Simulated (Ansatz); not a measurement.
BeSe (zinc blende) was relaxed and computed twice in Ansatz (plane waves, PAW), once with HSE06 and once with LDA.

|  | run 1 | run 2 |
|---|---|---|
| cell | a = b = c = 5.081 Å, α = β = γ = 90.00° | a = b = c = 5.146 Å, α = β = γ = 90.00° |
| gap (eV) | 2.40 | 3.47 |
| B₀ by P(V) fit (GPa) | 83.9 | 80.9 |

### Question
Which run used which functional?

### Answer
Run 1 is LDA, run 2 is HSE06.

All cells were relaxed under the symmetry of their starts (and spin orders); stability against distortions was not tested throughout. Spin–orbit coupling is left out wherever it is not named.

Potentials: the earlier of the program's two PAW sets. The files were generated under PBE; for other functionals the program regenerates the frozen cores, and for LDA and PBEsol the local potential too.

Ansatz (an electronic-structure program) is a plane-wave DFT program.
